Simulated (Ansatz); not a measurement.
## From the elastic tensor of FeSi2 at 10 GPa (stress–strain coefficients) to moduli and sound speeds

These are results of DFT LDA, scalar-relativistic, plane waves, PAW (Ansatz 0.2.0), not measurements. Cutoff 420 eV, 16×16×8 k-points (Γ-centred), Fermi-Dirac smearing of 0.15 eV. No spin polarisation.

It takes space group P4/mmm (No. 123, tetragonal). The conventional cell has a = 2.616 Å, b = 2.616 Å, c = 5.012 Å, α = 90.00°, β = 90.00°, γ = 90.00°. Fe (site symmetry 4/mmm) is surrounded by 8 Si at 2.30 Å and 4 Fe at 2.62 Å. Si (site symmetry 4mm) has 5 Si at 2.28 to 2.62 Å and 4 Fe at 2.30 Å as nearest neighbours.

In a metal, frequencies and elastic constants depend on the k mesh and the smearing, soft modes and shear constants most. Spin polarisation was left out, and a magnetic state may lie lower. Other phases may be more stable at this pressure.

Relaxed-ion constants (GPa, on the Cartesian axes of the calculation):
C11 = 442.9, C12 = 107.6, C13 = 140.6, C22 = 442.9, C23 = 140.6, C33 = 579.5, C44 = 117.5, C55 = 117.5, C66 = 147.2 GPa; the others vanish.

Density 5.421 g/cm³; 3 atoms in 34.31 Å³.

The values that follow are for a polycrystal of randomly turned grains, by Hill's mean where one number stands.

With S = C⁻¹: B_V = (C11+C22+C33+2(C12+C13+C23))/9, G_V = (C11+C22+C33−C12−C13−C23+3(C44+C55+C66))/15, 1/B_R = S11+S22+S33+2(S12+S13+S23), 15/G_R = 4(S11+S22+S33−S12−S13−S23)+3(S44+S55+S66); Hill is their mean. Then v_l = √((B+4G/3)/ρ), v_t = √(G/ρ), v_m = [(2/v_t³+1/v_l³)/3]^(−1/3) and Θ = (ħ/k_B)·v_m·(6π²n/V)^(1/3) for n atoms in the volume V; E = 9BG/(3B+G), ν = (3B−2G)/(2(3B+G)) and A^U = 5G_V/G_R + B_V/B_R − 6.

* Bulk modulus, Voigt / Reuss / Hill: 249.2 / 243.6 / 246.4 GPa
* Shear modulus, Voigt / Reuss / Hill: 148.2 / 142.3 / 145.3 GPa
* Young's modulus: 364 GPa
* Poisson ratio: 0.254
* Pugh ratio B/G: 1.70
* Universal anisotropy index: 0.23
* Longitudinal and transverse sound speeds: 9010 and 5177 m/s
* Debye temperature from the mean sound speed: 760 K

Cost: 1 run of about 7.3 core-minutes, on Arm Neoverse V1 (shared hosts).